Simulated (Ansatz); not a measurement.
**Which of these structures of Sb2Mo lies lowest?**

All numbers below come from DFT, PBE, all-electron LAPW, scalar-relativistic in Ansatz 0.2.0.

Each cell is taken as listed (from a database or a relaxation; residual pressures are under 0.6 GPa and forces under 0.08 eV/Å), on meshes of about 0.2 Å⁻¹ spacing; energies are extrapolated to zero smearing, with no zero-point or thermal terms. Other structures, the observed one among them, may be missing from this set and lie lower. No run is spin-polarised.

No spin–orbit coupling, which matters for the heavy atoms here.

Order the structures by energy per atom, lowest first, and give the differences.
A.
Space group P-3m1 (No. 164). a = 3.480 Å, b = 3.480 Å, c = 6.471 Å, α = 90.00°, β = 90.00°, γ = 120.00°
| atom | site | symmetry | x | y | z |
| --- | --- | --- | --- | --- | --- |
| Mo | 1a | -3m. | 0.0000 | 0.0000 | 0.0000 |
| Sb | 2d | 3m. | 0.3333 | 0.6667 | 0.2913 |
(CdI2 type, relaxed by us; 12×12×7 mesh on the primitive cell, smearing 0.03 eV, P = 0.0 GPa)
B.
```cif
data_structure
_symmetry_space_group_name_H-M 'Fm-3m'
_symmetry_Int_Tables_number 225
_cell_length_a 6.6006
_cell_length_b 6.6006
_cell_length_c 6.6006
_cell_angle_alpha 90.000
_cell_angle_beta 90.000
_cell_angle_gamma 90.000
_cell_volume 287.57
loop_
_atom_site_label
_atom_site_type_symbol
_atom_site_symmetry_multiplicity
_atom_site_Wyckoff_symbol
_atom_site_fract_x
_atom_site_fract_y
_atom_site_fract_z
_atom_site_occupancy
Mo1 Mo 4 a 0.00000 0.00000 0.00000 1
Sb1 Sb 8 c 0.25000 0.75000 0.75000 1
```
(fluorite type, relaxed by us; 10×10×10 mesh on the primitive cell, smearing 0.05 eV, P = 0.0 GPa)

A (0 meV/atom), B (291 meV/atom).
